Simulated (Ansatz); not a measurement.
ZnS (wurtzite)

```xyz
4
Lattice="3.8451 0.0000 0.0000 -1.9226 3.3300 0.0000 0.0000 0.0000 6.3057" Properties=species:S:1:pos:R:3 pbc="T T T"
Zn     1.9226     1.1100     6.3048
Zn     0.0000     2.2200     3.1519
S      1.9226     1.1100     3.9433
S      0.0000     2.2200     0.7904
```

The slice is a (1 -1 0 0) plane (indices of the conventional cell) through the point (0.333, 0.667, 0.500) (fractional), spanned by u = [110] and v = [001] in vectors of this cell: u (3.85 Å) and v (6.31 Å, at 90° to u). It covers one period; positions are fractions (u, v).

Calculation: PBE (plane waves to 420 eV, PAW, scalar-relativistic; Ansatz, a program for electronic structure). k mesh 10×10×5. These are valence fields of a PAW run, semicore shells included where kept as valence: close to a nucleus they are smooth pseudo fields. The PAW data are Ansatz's earlier set. ZnS was relaxed with its symmetry unable to fall.

Problem. What is the ELF at the density minimum of the shortest Zn–S line in this plane (2.36 Å)?

Solution. 0.3.

Problem. The ELF has a maximum in the middle third of the Zn–S line. Where, and how high?

Solution. 0.90, 1.5 Å from Zn.

Problem. What is the valence density on the shortest Zn–S line in this plane (2.36 Å), at its minimum between the atoms?

Solution. 0.46 e/Å³.

Problem. Predict the map of the electron localisation function (ELF) on the slice.

Solution. 
```
v \ u  0.00  0.12  0.24  0.35  0.47  0.59  0.71  0.82  0.94
-----  ----  ----  ----  ----  ----  ----  ----  ----  ----
0.86   0.18  0.18  0.17  0.07  0.03  0.04  0.13  0.18  0.18
0.71   0.75  0.83  0.77  0.38  0.06  0.15  0.63  0.83  0.78
0.57      x  0.71  0.85  0.40  0.15  0.20  0.71  0.86     x
0.43   0.59  0.54  0.30  0.15  0.15  0.15  0.20  0.43  0.58
0.29   0.02  0.03  0.07  0.23  0.36  0.31  0.14  0.04  0.02
0.14   0.17  0.16  0.27  0.64  0.72  0.70  0.48  0.16  0.17
0.00      x     x  0.16  0.35  0.55  0.48  0.19  0.09     x
```

Values: electron localisation function (ELF). Points within 0.5 Å of a nucleus are blanked (x), as the pseudised field means little there.
